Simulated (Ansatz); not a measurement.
NbRu:
```cif
data_NbRu
_chemical_formula_sum 'Nb1 Ru1'
_space_group_name_H-M_alt 'P4/mmm'
_space_group_IT_number 123
_space_group_name_Hall '-P 4 2'
_cell_length_a 3.04712
_cell_length_b 3.04712
_cell_length_c 3.39715
_cell_angle_alpha 90.000
_cell_angle_beta 90.000
_cell_angle_gamma 90.000
loop_
_atom_site_label
_atom_site_type_symbol
_atom_site_symmetry_multiplicity
_atom_site_Wyckoff_symbol
_atom_site_fract_x
_atom_site_fract_y
_atom_site_fract_z
_atom_site_occupancy
Nb1 Nb 1 a 0.00000 0.00000 0.00000 1
Ru1 Ru 1 d 0.50000 0.50000 0.50000 1
```

Relaxed with r²SCAN.

Q: Which orbitals make up the states near the Fermi level in DFT-r²SCAN in the program Ansatz with PAW potentials?

A: Within 0.5 eV of the Fermi level: Nb 4d 53 %, Ru 4d 40 %. Projections are on Löwdin-orthogonalised atomic valence shells; empty p or d shells of many metals are not among them.

Q: Tabulate the density of states.

A: States/eV per cell of 2 atoms, in 0.25 eV bins, energy from the Fermi level.

```tsv
E (eV)	total	Ru 4d	Nb 4d	Ru 5s
-7.85	0.01	0.00	0.00	0.00
-7.60	0.05	0.00	0.00	0.02
-7.35	0.09	0.00	0.00	0.03
-7.10	0.11	0.00	0.00	0.04
-6.85	0.14	0.00	0.00	0.05
-6.60	0.17	0.00	0.00	0.06
-6.35	0.21	0.01	0.01	0.08
-6.10	0.25	0.01	0.01	0.09
-5.85	0.49	0.10	0.11	0.12
-5.60	1.34	0.47	0.42	0.19
-5.35	2.06	0.83	0.66	0.25
-5.10	2.37	1.06	0.78	0.23
-4.85	3.00	1.49	1.00	0.22
-4.60	3.32	1.79	1.13	0.15
-4.35	2.94	1.68	0.98	0.09
-4.10	2.15	1.28	0.75	0.04
-3.85	2.31	1.50	0.71	0.03
-3.60	3.58	2.43	1.04	0.04
-3.35	3.21	2.12	0.99	0.04
-3.10	2.18	1.43	0.65	0.04
-2.85	2.57	1.74	0.66	0.08
-2.60	3.32	2.20	0.80	0.15
-2.35	3.28	2.12	0.84	0.13
-2.10	2.56	1.49	0.75	0.10
-1.85	1.91	1.06	0.57	0.07
-1.60	1.73	1.07	0.43	0.06
-1.35	1.11	0.63	0.31	0.04
-1.10	0.77	0.36	0.27	0.03
-0.85	0.66	0.28	0.27	0.03
-0.60	0.83	0.33	0.39	0.03
-0.35	1.52	0.73	0.65	0.04
-0.10	2.02	0.82	1.02	0.04
0.15	2.65	1.01	1.46	0.03
0.40	2.37	0.83	1.40	0.02
0.65	2.72	1.04	1.54	0.02
0.90	2.69	1.10	1.47	0.03
1.15	2.18	0.79	1.27	0.04
1.40	3.13	1.02	1.90	0.08
1.65	2.83	0.89	1.72	0.09
1.90	1.65	0.44	1.03	0.09
2.15	1.55	0.39	0.91	0.17
2.40	1.40	0.27	0.96	0.10
2.65	1.49	0.26	1.08	0.07
2.90	1.59	0.30	1.17	0.06
3.15	1.91	0.39	1.38	0.05
3.40	1.98	0.42	1.40	0.05
3.65	2.13	0.42	1.54	0.05
3.90	1.07	0.22	0.69	0.05
4.15	0.61	0.10	0.33	0.05
4.40	0.42	0.07	0.16	0.05
4.65	0.41	0.06	0.14	0.05
```

The workflow started from a Materials Project entry (that database holds measured and hypothetical structures alike); the Crystallography Open Database files this formula in space group No. 123, but the cells were not matched. Its standing as an ambient phase is unchecked. The r²SCAN relaxation kept the symmetry of its start; its stability against distortions is not shown here. No spin polarisation was allowed. Spin–orbit coupling is left out wherever it is not named.

Potentials: the later of the program's two PAW sets.
